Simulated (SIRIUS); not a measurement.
Consider a self-consistent single point of Al2Ru (Fddd, 6 atoms in the cell; from Materials Project mp-10910).

```yaml
crystal:
  lattice:
    - [0.00000, 3.98983, 4.39152]
    - [2.35248, 0.00000, 4.39152]
    - [2.35248, 3.98983, 0.00000]
  atoms:
    - { symbol: Al, position: [0.07906, 0.42094, 0.07906] }
    - { symbol: Al, position: [0.42094, 0.07906, 0.42094] }
    - { symbol: Al, position: [0.17094, 0.82906, 0.17094] }
    - { symbol: Al, position: [0.82906, 0.17094, 0.82906] }
    - { symbol: Ru, position: [0.75000, 0.75000, 0.75000] }
    - { symbol: Ru, position: [0.50000, 0.50000, 0.50000] }
```

Method: Wu-Cohen GGA, GBRV PBE ultrasoft pseudopotentials (plane waves; SIRIUS).

SIRIUS settings:

| key | value |
|---|---|
| parameters.ngridk | 5 5 5 |
| parameters.xc_functionals | [XC_GGA_X_WC, XC_GGA_C_PBE] |
| parameters.gk_cutoff | 6.325 1/bohr |
| parameters.pw_cutoff | 14.143 1/bohr |
| parameters.shiftk | 1 1 1 |
| parameters.smearing | fermi_dirac |
| parameters.smearing_width | 0.00367493 Ha |
| potentials | GBRV PBE ultrasoft pseudopotentials |
| parameters.electronic_structure_method | pseudopotential |
| parameters.num_bands | 26 |
| parameters.num_mag_dims | 0 |
| parameters.num_dft_iter | 100 |
| parameters.energy_tol | 1e-07 Ha |
| parameters.density_tol | 1e-06 |
| mixer.type | anderson |
| mixer.beta | 0.7 |
| mixer.use_hartree | false |

Results:

Number of valence electrons: 44
Number of bands: 26
Number of k-points after the program's reduction: 63
Number of plane waves (most at a k-point): 2389
Number of SCF iterations: 27
FFT grid: 54 × 45 × 45
Free energy E − TS: -5651.3441 eV
Pressure: 0.03 GPa
Largest force (vector length): 0.007 eV/Å

Forces (eV/Å):
```
atom     Fx      Fy     Fz
----  -----  ------  -----
Al1   0.000  -0.007  0.000
Al2   0.000   0.007  0.000
Al3   0.000   0.007  0.000
Al4   0.000  -0.007  0.000
Ru5   0.000   0.000  0.000
Ru6   0.000   0.000  0.000
```

Stress (GPa, positive for compression):
```
-0.10   0.00   0.00
 0.00   0.42   0.00
 0.00   0.00  -0.24
```

For comparison: a first run (DFT, PBEsol, plane waves, GBRV PBEsol ultrasoft pseudopotentials) was changed to give this one (parameters.xc_functionals: [XC_GGA_X_PBE_SOL, XC_GGA_C_PBE_SOL] → [XC_GGA_X_WC, XC_GGA_C_PBE]; pseudopotentials: GBRV PBEsol ultrasoft pseudopotentials → GBRV PBE ultrasoft pseudopotentials), and from it to this one the pressure goes from -0.69 to 0.03 GPa and the largest force moves little (0.011 to 0.007 eV/Å).

The potentials were made for another functional than the one used. The structure comes from a collection of computed structures, made at another level of theory; the collection holds predicted forms beside known ones.

Cost on one core: very roughly 110 core-seconds.
